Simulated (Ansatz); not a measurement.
CdSe (zinc blende)

```
CELL_PARAMETERS angstrom
      0.00000     6.19627     6.19627
      3.09814     3.09814     6.19627
      3.09814     3.09814     0.00000
ATOMIC_POSITIONS crystal
  Se 0.00000 0.75000 0.75000
  Se 0.50000 0.75000 0.75000
  Cd 0.00000 0.00000 0.00000
  Cd 0.50000 0.00000 0.00000
```

The atoms are displaced by Q × the pattern below (from a DFPT mode at X = (0.5, 0.5, 0.0), largest move 1; Q in Å), at fixed cell. It is one choice among 2 degenerate patterns. (q is in reciprocal vectors of the primitive cell; the cell shown is doubled to hold the pattern.)

```tsv
atom	x	y	z
Se1	0.695	0.000	0.000
Se2	-0.695	0.000	0.000
Cd3	0.000	1.000	0.000
Cd4	0.000	-1.000	0.000
```

The numbers are results of PBE (plane waves to 420 eV, PAW, scalar-relativistic; Ansatz, a quantum-chemistry and plane-wave program), not measurements. k mesh 9×9×9 (Γ-centred), Fermi-Dirac smearing 0.05 eV. CdSe was relaxed with its symmetry unable to fall. 

```csv
Q (Å),−dE/dQ from forces (eV/Å)
-0.180,0.371
-0.150,0.307
-0.120,0.244
-0.090,0.182
-0.060,0.121
-0.030,0.060
0.000,0.000
0.030,-0.060
0.060,-0.121
0.090,-0.182
0.120,-0.244
0.150,-0.307
0.180,-0.371
```

### Question
What harmonic wavenumber does the curvature at Q = 0 give?

### Answer
43 cm⁻¹. E″ = 2.01 eV/Å², M = Σ mᵢ|uᵢ|² = 301.1 u, ν̃ = 521.5·√(|E″|/M).

(A displaced cell: forces are minus the slopes of the energy, force constants its curvatures, and phonons follow from these.)
